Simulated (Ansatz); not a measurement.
**Sn: reading a single point**

```
Sn
1.0
     0.00000    3.22766    3.22766
     3.22766    0.00000    3.22766
     3.22766    3.22766    0.00000
Sn
2
Direct
  0.00000 0.00000 0.00000
  0.25000 0.25000 0.25000
```

Level: PBEsol, no spin polarisation; 420 eV; 9×9×9 Γ-centred mesh; fermi-dirac occupations (width 0.1 eV); Ansatz 0.2.0, fixed geometry.

**Question.** What happens at the Fermi level?

**Answer.** It is a metal on this mesh, though the bands barely overlap, with about 0.07 states/eV a cell as the mean within 0.25 eV of the Fermi level, mostly Sn p (91 %).

**Question.** What do density and ELF say about some of the short contacts?

**Answer.** Sn–Sn at 2.80 Å: least valence density 0.37 e/Å³ and ELF 0.64 there. These are pseudo-fields; inside the PAW spheres they differ from the all-electron ones.

**Question.** What does the stress say?

**Answer.** The pressure is 1.8 GPa (compression positive), so with the atoms held at these fractions the cell would first expand.

Origin: a database entry at a rescaled volume.
